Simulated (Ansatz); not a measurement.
Recipe of this trial structure of BeB12: random cell by space group and Wyckoff sites (Pm-3m, No. 221). The dimensions are guesses.

```
Be B
1.0
     4.69616    0.00000    0.00000
     0.00000    4.69616    0.00000
     0.00000    0.00000    4.69616
Be B
1 12
Cartesian
  2.3481 2.3481 2.3481
  1.1777 2.3481 0.0000
  3.5185 2.3481 0.0000
  0.0000 1.1777 2.3481
  0.0000 3.5185 2.3481
  2.3481 0.0000 1.1777
  2.3481 0.0000 3.5185
  2.3481 1.1777 0.0000
  2.3481 3.5185 0.0000
  1.1777 0.0000 2.3481
  3.5185 0.0000 2.3481
  0.0000 2.3481 3.5185
  0.0000 2.3481 1.1777
```

Level of theory: Ansatz 0.2.0, DFT PBE, scalar-relativistic, plane waves, PAW. Cutoff 420 eV, Gaussian smearing, Γ-centred meshes. Cell and atoms relax first on a coarse mesh and then on a finer one. In between, the cell is made exact in the group found at 0.06 Å. In metals the finer mesh still leaves noise of several meV/atom or more. The steps can't lower the symmetry of their start. No spin polarisation.

A guess keeps its type if space group and coordination stay and the shape of the cell changes little (axis ratios within about 15 %, angles within 6°); the volume may change.

Problem. Does it keep its structure type, or change into something else?

Solution. It keeps its type. The symmetry stays Pm-3m (No. 221). The volume per atom grows by 14.9 %, from 8.0 to 9.2 Å³. The shortest distance goes from 1.66 Å (B–B) to 1.73 Å (B–B). Counting neighbours within 15 % of an atom's shortest distance, the start has B 4, Be 24 and the end B 4, Be 24.

The zero of energy is the elements' standard structures at the same level; no fitted shifts are applied.

Problem. At what energy does it end?

Solution. +1.03 eV/atom. The separate elements lie lower, so it is unstable against them.

The last run used an 8×8×8 mesh for its 13-atom cell and Gaussian smearing of 0.10 eV. Symmetry constrained the relaxation, so the result can be a saddle point. Another cell of BeB12 relaxed alike, in Fm-3m, lies 0.78 eV/atom lower, so this cell isn't the stable form at this level.
